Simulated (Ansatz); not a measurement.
V (bcc (W type)), relaxed with PBE (Ansatz, a program for electronic structure, plane waves, PAW): a = 2.997 Å, b = 2.997 Å, c = 2.997 Å, α = 90.00°, β = 90.00°, γ = 90.00°.

```
Quantity              Result
--------------------  ------
B₀ by P(V) fit (GPa)     182
```

**Question.** The same phase is relaxed and computed with LDA in the same code. What are the cell and these values now?

**Answer.** a = b = c = 2.9260 Å, α = β = γ = 90.00°.

- B₀ by P(V) fit (GPa): 210

All cells were relaxed under the symmetry of their starts (and spin orders); stability against distortions was not tested throughout. Named crystals with no word on spin ran without spin polarisation.

Potentials: the earlier of the program's two PAW sets. The files were generated under PBE; for other functionals the program regenerates the frozen cores, and for LDA and PBEsol the local potential too.

Ansatz is a plane-wave DFT program.
